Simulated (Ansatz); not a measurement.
AgW:
Space group Pmma (No. 51); a = 4.6419 Å, b = 2.7333 Å, c = 5.2497 Å, α = β = γ = 90.00°

```json
[
 {"atom": "W", "site": "2e", "symmetry": "mm2", "x": "0.7500", "y": "0.0000", "z": "0.1308"},
 {"atom": "Ag", "site": "2f", "symmetry": "mm2", "x": "0.2500", "y": "0.5000", "z": "0.3627"}
]
```

Relaxed at zero pressure with the program Ansatz at the PBE level (PAW).

Question: The volume is lowered by 3 % and shape and atoms relax at that volume. What pressure results, and how do the axes share the change?

Answer: 5.9 GPa; a -0.8 %, b -0.8 %, c -1.4 %; the energy rises by 9 meV/atom.

Question: Give the new structure.

Answer: 
Space group Pmma (No. 51); a = 4.6025 Å, b = 2.7118 Å, c = 5.1764 Å, α = β = γ = 90.00°

```json
[
 {"atom": "W", "site": "2e", "symmetry": "mm2", "x": "0.7500", "y": "0.0000", "z": "0.1333"},
 {"atom": "Ag", "site": "2f", "symmetry": "mm2", "x": "0.2500", "y": "0.5000", "z": "0.3620"}
]
```

The phase is kept; no other phase was compared at this pressure.

The start of the workflow was typed in or built on a structure type; neither database checked (COD, Materials Project) lists it. Its standing as an ambient phase is unchecked. The PBE relaxation kept the symmetry of its start; its stability against distortions is not shown here. No spin polarisation was allowed. Its formation energy is positive at this level, so the cell may be metastable or incomplete. Axis ratios of metals converge slowly with the k-mesh, so a and c are less sure than the volume. Spin–orbit coupling is left out wherever it is not named.

Potentials: the later of the program's two PAW sets.
